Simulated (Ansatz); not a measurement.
# Property card for Sn₃Pd

Sn₃Pd (Cu3Au type, Pm-3m), a = b = c = 4.5129 Å, α = β = γ = 90.00°.

Space group Pm-3m (No. 221), Cu3Au type; conventional cell a = 4.513 Å, b = 4.513 Å, c = 4.513 Å, α = 90.00°, β = 90.00°, γ = 90.00°.

Method: DFT-r²SCAN in the program Ansatz with PAW potentials. Structure relaxed to zero pressure with the same functional. Other levels are named where they apply.

Cell and energy:

- Volume per atom: 22.98 Å³
- Density: 8.36 g/cm³
- Formation energy from the elements (no fitted shifts): 0.10 eV/atom

Electronic structure:

- Electronic character = metallic (no gap)
- Density of states at the Fermi level = 0.54 states/eV per atom (mean over ±0.08 eV)
- Gap with spin–orbit coupling = none (metallic)

Mechanics:

* **Bulk modulus (Birch–Murnaghan fit)**: 72.6 GPa
* **Pressure derivative B′**: 4.7

Charges:

- Bader charges = Pd -0.41, Sn +0.14 e

The workflow started from an entry of the Crystallography Open Database (COD), which files this formula under 2 space groups. Whether it is the stable phase at ambient conditions was not checked. Symmetry was held in the r²SCAN relaxation; whether a distortion lowers the energy is not shown. No spin polarisation was allowed. The volume moved by 46 % from the start of the relaxation. The references are the lowest solids computed at this level, not always the standard phases. Spin–orbit coupling is left out wherever it is not named.

Potentials: the later of the program's two PAW sets.
